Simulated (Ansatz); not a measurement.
A relaxed cell of Be₂As₃ is given with its symmetry left out. The cell was found from a structure generator's guess, not taken from experiment.

The calculation used Ansatz, DFT PBE+D3(BJ), scalar-relativistic, plane waves, PAW. Cutoff 420 eV, Γ-centred mesh, Gaussian smearing, no spin polarisation.

```
Be As
1.0
     3.73430    0.00000    0.00000
    -1.86715    3.23400    0.00000
     0.00000    0.00000    6.98088
Be As
2 3
Direct
  0.33333 0.66667 0.07159
  0.66667 0.33333 0.37944
  0.00000 0.00000 0.94125
  0.33333 0.66667 0.38715
  0.66667 0.33333 0.71022
```

Energies over the elements count from the elements' standard structures at the same level, with no fitted energy shifts.

**Question.** What space group does it have?

**Answer.** P3m1 (No. 156). Conventional cell: a = 3.734 Å, c = 6.981 Å. Be on its first site has 1 As at 2.20 Å and 3 As at 2.34 Å; Be on its second site is surrounded by 3 As at 2.16 Å and 1 As at 2.31 Å; around As on its first site lie 3 Be at 2.34 Å and 3 As at 2.69 Å; around As on its second site lie 4 Be at 2.16–2.20 Å; 1 more site not described.

**Question.** How far does it lie from the elements in energy?

**Answer.** +0.25 eV/atom. The separate elements lie lower, so it is unstable against them.

**Question.** Is it a metal?

**Answer.** Yes, bands cross the Fermi level on the 12×12×6 mesh.

**Question.** From what recipe could a structure generator have reached it?

**Answer.** One such recipe: close-packed anion layers stacked ABC, next cell at A, with sites between them filled layer by layer (P3m1, No. 156). Other recipes can lead to the same cell.

The last run used a 12×12×6 mesh (in the run's order of axes) for its 5-atom cell and Gaussian smearing of 0.10 eV. An odd number of electrons in the primitive cell allows no gap without spin; a larger cell or a magnetic state could open one. The cell is a metal run without spin; a magnetic state may lie lower. A structure relaxed within its symmetry needn't be a true minimum.
